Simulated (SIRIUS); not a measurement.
Input and output of a self-consistent single point for InP (F-43m, 2 atoms in the cell; from Materials Project mp-20351, changed as shown) (SIRIUS).

All values come from this method and carry its errors: PBE, PseudoDojo 0.5 standard norm-conserving PBE (tails mended) pseudopotentials (plane waves; SIRIUS).

The change in words: volume scaled by 1.02. Reference geometry (F-43m):
```yaml
crystal:
  lattice:
    - [0.00000, 2.95198, 2.95198]
    - [2.95198, 0.00000, 2.95198]
    - [2.95198, 2.95198, 0.00000]
  atoms:
    - { symbol: In, position: [0.00000, 0.00000, 0.00000] }
    - { symbol: P, position: [0.25000, 0.25000, 0.25000] }
```

Reference input (self-consistent single point, DFT, PBE, plane waves, PseudoDojo 0.5 standard norm-conserving PBE (tails mended) pseudopotentials): parameters.ngridk = 8 8 8; parameters.xc_functionals = [XC_GGA_X_PBE, XC_GGA_C_PBE]; parameters.gk_cutoff = 8.367 1/bohr; parameters.pw_cutoff = 16.734 1/bohr; parameters.smearing = fermi_dirac; parameters.smearing_width = 0.000367493 Ha; potentials = PseudoDojo 0.5 standard norm-conserving PBE (tails mended) pseudopotentials; parameters.electronic_structure_method = pseudopotential; parameters.num_bands = 13; parameters.num_mag_dims = 0; parameters.num_dft_iter = 100; parameters.energy_tol = 1e-07 Ha. This run's input differs from it in these lines:

```diff
@@ -32,5 +32,5 @@
     "lattice_vectors": [
-      [0.0, 5.5784242767, 5.5784242767],
-      [5.5784242767, 0.0, 5.5784242767],
-      [5.5784242767, 5.5784242767, 0.0]
+      [0.0, 5.6153703122, 5.6153703122],
+      [5.6153703122, 0.0, 5.6153703122],
+      [5.6153703122, 5.6153703122, 0.0]
     ],
@@ -47,3 +47,3 @@
       "P": [
-        [2.7892121384, 2.7892121384, 2.7892121384]
+        [2.8076851561, 2.8076851561, 2.8076851561]
       ]
```

Output (repeated stretches shortened):

```
[find] density tolerance         : 1e-06
[find] total energy tolerance    : 1e-07
[find] iter_solver_tol (initial) : 0.01
[find] iter_solver_tol (target)  : 1e-13
[find] num_dft_iter              : 100
Charges and magnetic moments
--------------------------------------------------------------------------------
total charge          : 18.000000
[find] | SCF iteration   0 out of 100|
[diagonalize] iterative solver tolerance (occupied, empty): 0.01 0.01
[diagonalize] average number of iterations: 2.68966
[find] Charges and magnetic moments
[find] total charge          : 18.000000
[find] Energy
   [... lines left out ...]

[find] Charges and magnetic moments
[find] total charge          : 18.000000
[find] Energy
[find] smearing (-TS)                 :      -0.00000000
[find] Total energy                   :     -73.39461169 (Ha),    -146.78922339 (Ry)
[find] Free energy (E-TS)             :     -73.39461169 (Ha),    -146.78922339 (Ry)
[find] band gap (eV)                  :       0.48219026
[find] Efermi                         :       0.25287945
[find] iteration : 14, RMS (target) : 9.5217e-07 (1.0000e-06) , energy difference (target) : -1.9895e-13 (1.0000e-07)
[find] bands are converged : true
[find] iterative solver converged : true
[find] converged after 15 SCF iterations!
[find] Charges and magnetic moments
[find] total charge          : 18.000000
[find] Energy
[find] smearing (-TS)                 :      -0.00000000
[find] Total energy                   :     -73.39461169 (Ha),    -146.78922339 (Ry)
[find] Free energy (E-TS)             :     -73.39461169 (Ha),    -146.78922339 (Ry)
[find] band gap (eV)                  :       0.48219026
[find] Efermi                         :       0.25287945
[ground_state] === stress tensor components [kbar] ===
[ground_state] === stress_total ===
[ground_state]    -5.563955   -0.000000    0.000000
[ground_state]    -0.000000   -5.563955    0.000000
[ground_state]     0.000000    0.000000   -5.563955
[ground_state] ==== total Forces in Ha/bohr =====
[ground_state] atom:    0, force:       0.0000000      0.0000000      0.0000000
[ground_state] atom:    1, force:       0.0000000     -0.0000000      0.0000000
```

The run converged in 15 iterations. SIRIUS prints the stress tensor with tension positive. Against the reference run the free energy goes down by 3.8 meV/atom, the pressure goes from 1.84 to 0.56 GPa and the gap on the mesh goes from 0.591 to 0.482 eV.

The structure comes from a collection of computed structures, made at another level of theory; the collection holds predicted forms beside known ones.

Cost on one core: around 40 core-seconds (rough).

The gap that the log prints is read on the run's mesh, which can miss the band edges or a crossing.

“Tails mended”: in these copies of the files the far tail of each local potential was reset to the Coulomb form.
